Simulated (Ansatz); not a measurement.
MoPt2:
```
CELL_PARAMETERS angstrom
     -1.68630     1.68630     4.15589
      1.68630    -1.68630     4.15589
      1.68630     1.68630    -4.15589
ATOMIC_POSITIONS crystal
  Mo 0.00000 0.00000 0.00000
  Pt 0.33417 0.33417 0.00000
  Pt 0.66583 0.66583 0.00000
```

Relaxed with PBE. Special points in fractions of this cell's reciprocal vectors: Γ (0.000, 0.000, 0.000); X (0.000, 0.000, 0.500); P (0.250, 0.250, 0.250); N (0.000, 0.500, 0.000); M (0.500, 0.500, -0.500); S (0.291, 0.709, -0.291); S0 (-0.291, 0.291, 0.291); R (-0.082, 0.082, 0.500); G (0.500, 0.500, -0.082).

Q: List the band energies nearest the Fermi level at these points for PBE (plane waves, PAW; program Ansatz).

A: In eV from the Fermi level; about four levels below and three above (degenerate sets whole), none deeper than 8.9 eV; points with the same levels are listed once.

```csv
k,below,above
Γ,-2.08 -1.23 -0.83 -0.83,0.39 1.14 4.31
X,-1.76 -1.72 -1.62 -0.58,0.45 1.18 1.66
P,-2.00 -2.00 -1.75 -1.62,0.63 1.18 3.68 3.68
N,-1.63 -1.02 -0.64 -0.29,0.89 1.18 1.24
M,-2.75 -2.45 -0.71 -0.70,1.45 1.45 1.53
S,-1.48 -1.33 -1.10 -0.98,0.38 0.76 0.87
R,-2.60 -1.56 -1.52 -0.08,0.51 1.60 1.65
```

Space group I4/mmm (MoSi2 or CaC2 type). A made-up cell: these elements were put on the sites of a structure type; neither database checked (COD, Materials Project) lists it. COD files the formula under space group No. 71, so this cell is another polymorph or a model. Its standing as an ambient phase is unchecked. Symmetry was held in the PBE relaxation; its stability against distortions is not shown here. No spin polarisation was allowed. Spin–orbit coupling is left out wherever it is not named.

Potentials: the earlier of the program's two PAW sets.
